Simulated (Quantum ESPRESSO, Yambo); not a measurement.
**Quasiparticle gap of InP at -2 % isotropic strain**

InP is modelled in the cubic space group F-43m (No. 216), the zinc blende structure, Pearson symbol cF8. Cell: a = 5.7635 Å, b = 5.7635 Å, c = 5.7635 Å, α = 90.00°, β = 90.00°, γ = 90.00°. P on 4b has 4 In at 2.496 Å (tetrahedral). In on 4c sees 4 P at 2.496 Å (tetrahedral). (Neighbours: up to the widest gap in distance over summed covalent radii, below 1.35, at either atom.)
(The calculation used a cell of 2 atoms; values per cell refer to that cell.)

The PBEsol cell relaxed from Materials Project entry mp-20351 was given an isotropic strain of -2 % on all lattice vectors, and the atoms were relaxed again.

Starting point: PBE (stringent potentials; Quantum ESPRESSO, PseudoDojo norm-conserving, 82 Ry, no spin-orbit coupling). G0W0 in Yambo: 4×4×4 Γ-centred k mesh, bands 5 to 225 and a 15 Ry block in the screening, 225 bands in G with the Bruneval-Gonze terminator, plasmon pole fitted at 27.2 eV.

```json
{
 "PBE gap along the band path": "0.98 eV",
 "PBE gap between the mesh's edge points (Γ → Γ)": "0.98 eV",
 "G0W0 gap between the same points": "1.75 eV"
}
```

```
k point  band  E PBE (eV)  E QP (eV)  shift (eV)     Z
-------  ----  ----------  ---------  ----------  ----
Γ          VB        0.00      -0.79       -0.79  0.78
Γ          CB        0.98       0.96       -0.03  0.80
L          VB       -1.05      -1.87       -0.82  0.78
L          CB        1.62       1.63        0.01  0.80
W          VB       -3.14      -4.02       -0.88  0.78
W          CB        4.29       4.11       -0.19  0.80
```

Energies count from the PBE valence-band maximum.

Convergence of the G0W0 settings was not tested.

Spin-orbit splittings are left out.
